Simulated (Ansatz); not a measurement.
## WSe, all-electron reference calculation

Cell: generated WSe in an hcp lattice with alternating layers, strained and with atoms displaced, one atom being moved towards a neighbour.

PBE on all-electron LAPW: scalar relativity, no spin–orbit coupling, point nuclei (Ansatz). Sampling: 3×3×2 (shift 0.0, 0.0, 0.5 mesh steps) mesh with 0.15 eV Fermi–Dirac smearing (a coarse mesh, not converged over the zone). For a metal, stress, forces and moments on so few k-points can be far from the converged ones. No spin polarisation.

```
CELL_PARAMETERS angstrom
2.67767 0.05431 -0.01348
-1.29180 2.59349 -0.02020
-0.02201 -0.05081 4.99028
ATOMIC_POSITIONS crystal
W 0.56395 0.61718 0.94935
Se 0.83496 0.32510 0.39239
```

| atom | Fx (eV/Å) | Fy (eV/Å) | Fz (eV/Å) |
| --- | --- | --- | --- |
| W1 | -0.143 | 0.417 | -0.373 |
| Se2 | 0.143 | -0.417 | 0.373 |

Stress tensor (GPa, compression positive):
```
-5.47  0.30  3.02
 0.30 16.57 -4.20
 3.02 -4.20 10.12
```

- All-electron E − TS, for this scheme: -505393.593 eV
- Pressure: 7.07 GPa
- Largest force: 0.578 eV/Å

The same functional by all-electron full-potential LAPW, scalar-relativistic valence, Dirac core shells, point nucleus gives 7.11 GPa and force components within 0.003 eV/Å of those above. Absolute energies of the two aren't comparable.

(1) The same cell and mesh under r2SCAN by all-electron PAW datasets generated for the cell without frozen cores, scalar-relativistic, point nucleus: what changes?

(2) Switch to LDA (PW92) by all-electron full-potential LAPW, scalar-relativistic, point nucleus, all else held.

## Answers

(1) Against PBE, the pressure goes down by 1.76 GPa to 5.31 GPa, and the forces move by 0.322 eV/Å (r.m.s. over the atoms).

Forces in eV/Å:
```
W1   -0.104  0.392 -0.055
Se2   0.104 -0.392  0.055
```

(2) Relative to PBE, the pressure decreases by 9.43 GPa to -2.36 GPa, and the forces move by 0.211 eV/Å (r.m.s. over the atoms).

```csv
atom,Fx (eV/Å),Fy (eV/Å),Fz (eV/Å)
W1,-0.101,0.386,-0.169
Se2,0.101,-0.386,0.169
```
